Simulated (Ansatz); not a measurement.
BeTe:
```
BeTe
1.0
    0.00000     2.82859     2.82859
    2.82859     0.00000     2.82859
    2.82859     2.82859     0.00000
Be Te
1 1
Direct
  0.75000   0.75000   0.75000
  0.50000   0.50000   0.50000
```

x, y and z are the axes in which the lattice vectors are written.

Give the high-frequency dielectric tensor and the Born effective charge tensors of the independent atoms from DFPT, DFT-r²SCAN in the program Ansatz with PAW potentials.


ε∞:
```
6.88  0.00  0.00
0.00  6.88  0.00
0.00  0.00  6.88
```
Z* of atom 1 (Be), rows: field, columns: displacement, in e:
```
1.44  0.00  0.00
0.00  1.44  0.00
0.00  0.00  1.44
```
Z* of atom 2 (Te), rows: field, columns: displacement, in e:
```
-1.44   0.00   0.00
 0.00  -1.44   0.00
 0.00   0.00  -1.44
```

Static charges for comparison (Bader): Be1 +1.55, Te2 -1.55 e. Born charges measure polarisation by displacement and can exceed these by far.

Space group F-43m (zinc blende). The r²SCAN relaxation kept the symmetry of its start; of distortions, only those at the zone centre were tested. The volume moved by 29 % from the start of the relaxation. Spin–orbit coupling is left out wherever it is not named.

Potentials: the later of the program's two PAW sets.
